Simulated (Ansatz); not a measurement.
PbAu$_{2}$:
```xyz
6
Lattice="0.0000 3.9391 3.9391 3.9391 0.0000 3.9391 3.9391 3.9391 0.0000" Properties=species:S:1:pos:R:3 pbc="T T T"
Pb     1.9695     1.9695     1.9695
Pb     0.0000     0.0000     0.0000
Au     2.9543     2.9543     4.9238
Au     2.9543     4.9238     2.9543
Au     4.9238     4.9238     4.9238
Au     4.9238     2.9543     2.9543
```

Relaxed with LDA. Special points in fractions of this cell's reciprocal vectors: Γ (0.000, 0.000, 0.000); X (0.500, 0.000, 0.500); U (0.625, 0.250, 0.625); K (0.375, 0.375, 0.750); L (0.500, 0.500, 0.500); W (0.500, 0.250, 0.750).

**Question.** List the band energies nearest the Fermi level at these points for LDA in the plane-wave PAW code Ansatz.

**Answer.** In eV from the Fermi level; about four levels below and three above (degenerate sets whole), none deeper than 8.9 eV; points with the same levels are listed once.

```json
[
 {"k": "Γ", "below": "-1.33 -1.33 -1.33 -0.98 -0.98 -0.98", "above": "0.41 1.49 1.49 1.49"},
 {"k": "X", "below": "-2.90 -2.90 -0.77 -0.77", "above": "2.90 2.90 4.24 4.24"},
 {"k": "U", "below": "-2.65 -2.57 -0.74 -0.17", "above": "1.48 1.76 3.48"},
 {"k": "L", "below": "-2.03 -1.33 -0.96 -0.96", "above": "1.48 1.48 1.78"},
 {"k": "W", "below": "-2.48 -2.48 -0.13 -0.13", "above": "0.72 0.72 4.60 4.60"}
]
```

Space group Fd-3m (cubic Laves (MgCu2 type)). The first step of the workflow began from a Materials Project structure, measured or hypothetical; the Crystallography Open Database files this formula in space group No. 227, but the cells were not matched. Whether it is the stable phase at ambient conditions was not checked. Symmetry was held in the LDA relaxation; phonons show weakly imaginary modes. Spin–orbit coupling is left out wherever it is not named.

Potentials: the later of the program's two PAW sets.
